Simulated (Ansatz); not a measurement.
input.yaml (Ansatz)

```yaml
crystal:
  lattice:
    - [-1.5238561212, 1.5238561212, 1.5238561212]
    - [1.5238561212, -1.5238561212, 1.5238561212]
    - [1.5238561212, 1.5238561212, -1.5238561212]
  atoms:
    - { symbol: Os, position: [0.0, 0.0, 0.0] }
hamiltonian:
  xc: lda
  pseudopotentials:
    kind: paw
    azcp:
      Os: "pseudopotentials/Os.paw.azcp"
basis:
  ecutwfc: 420
  fft_grid_basis: typed
kpoints:
  mp_grid: { grid: [24, 24, 24], shift: [0, 0, 0] }
magnetization:
  spin_polarized: false
scf:
  occupations: { method: fermi_dirac, width: 0.1 }
```

Output

```
Warning: the record states the generating functional pbe (its physics header spells it `PBE`), which answers neither for hamiltonian.xc's functional nor for the lda family's — results may be inconsistent (PPs are generated against a specific XC)
Engine: ansatz 0.2.0, x86_64-unknown-linux-gnu
Pseudopotentials: kind: paw
Pseudopotential: Os, paw, valence charge 16, recommended cutoff 420 eV (normal) 
Functional definition: SPW92
  exchange = slater_x
  correlation = pw_c
Crystal: 1 atoms, lattice volume = 14.154 Å³
Basis set: ecut = 420 eV, 249 PW (Γ)
Bands: 12, of which v1, the nominal top of the filled ones, is band 8 counted from 1 (7 counted from 0)
Symmetry: 48 space group operations
Space group: Im-3m (ITA 229), of the structure as read, at distance tolerance 2.4e-5 Å
k-points: 413 of 13824
Non-local potential: Os, projectors of the file, l = 0: 3, l = 1: 2, l = 2: 2, l = 3: 1
PAW form: soft (Blöchl's): semilocal exchange-correlation on the pseudo side does not see the compensation charge
PAW frozen core: Os, regenerated for the run's functional, and the local potential with it (the file was generated under x = pbe(κ = 0.804, μ = 0.2195149727645171), c = pbe(β = 0.06672455060314922))
PAW one-centre angular grid: Os, 590 points (default); XC on 64 Gauss nodes
Initial density: superposition of atomic densities (neutral atoms: chi_scale 0, normalization atom), corrected by the library's trained network
Initial wavefunctions: pseudopotential atomic-orbital guess
Functional: x = slater, c = lda
SCF iter   1: F=—  HF=-11117.576534 eV  |F-HF|=—  |Δ(HF+E_count)|=         —  Δρ=8.53e-3  dr2=2.29e-3  ethr=1.77e-3  ⟨swp⟩=5.0  Hψ=24762  notcnv=0
SCF iter   2: F=—  HF=-11117.575696 eV  |F-HF|=—  |Δ(HF+E_count)|=   8.38e-4  Δρ=4.00e-3  dr2=4.05e-4  ethr=1.43e-5  ⟨swp⟩=2.0  Hψ=9499  notcnv=0
SCF iter   3: F=—  HF=-11117.575737 eV  |F-HF|=—  |Δ(HF+E_count)|=   4.12e-5  Δρ=6.21e-4  dr2=1.37e-5  ethr=2.53e-6  ⟨swp⟩=1.0  Hψ=4956  notcnv=0
SCF iter   4: F=—  HF=-11117.575735 eV  |F-HF|=—  |Δ(HF+E_count)|=   2.25e-6  Δρ=6.13e-5  dr2=2.06e-7  ethr=8.57e-8  ⟨swp⟩=2.4  Hψ=7359  notcnv=0
iter 5 did not close the SCF: its close was put off for the readings that it lacked (scf_convergence_deferred on its scf_iter line)
SCF iter   5: F=-11117.575735 eV  HF=-11117.575735 eV  |F-HF|=2.04e-8  |Δ(HF+E_count)|=   1.13e-8  Δρ=1.68e-5  dr2=2.91e-8  ethr=1.29e-9  ⟨swp⟩=2.0  Hψ=6659  notcnv=0
SCF iter   6: F=-11117.575735 eV  HF=-11117.575735 eV  |F-HF|=1.92e-9  |Δ(HF+E_count)|=   1.07e-8  Δρ=5.38e-6  dr2=2.80e-9  ethr=1.82e-10  ⟨swp⟩=1.0  Hψ=12963  notcnv=0
SCF 1 converged in 6 iterations: F = -11117.575735 eV  dr2 = 2.80e-9
SCF converged after 6 iterations
Free energy (F): -11117.575735 eV
Harris-Foulkes:  -11117.575735 eV  (|F-HF|=1.92e-9)
Internal energy: -11117.533086 eV  (E = F + TS)
E sigma→0 (E₀):  -11117.554411 eV
Entropy (-TS):   -0.042649 eV (-42.649 meV/atom)
Fermi energy:    25.583699 eV
--- Per-component energies (eV) ---
  E_band       = -73.321311
  E_kinetic    = 564.151738
  E_local      = -804.024323  (includes V_loc(G=0)·N_el)
  E_nonlocal   = 5.277632
  E_hartree    = 330.664999
  E_xc         = -265.274361
  E_vxc        = -284.138389  (∫ρ·V_xc dr)
  E_paw        = -8747.804516  (= ΣΔE_a)
  E_vpaw       = -215.919390  (= ΣTr[D̂ρ^β])
  E_aug_tail   = -0.000088  (compensation charges beyond the density's cutoff)
  E_ewald      = -2200.886900
  E_core_change = 0.362734  (= ΣΔE_core)
  E_smearing   = -0.042649  (= −TS)
  E_closure    = 0.000000  (closes the sum)
  Σ components = -11117.575735   (vs F -11117.575735, Δ=0.00e0)
```
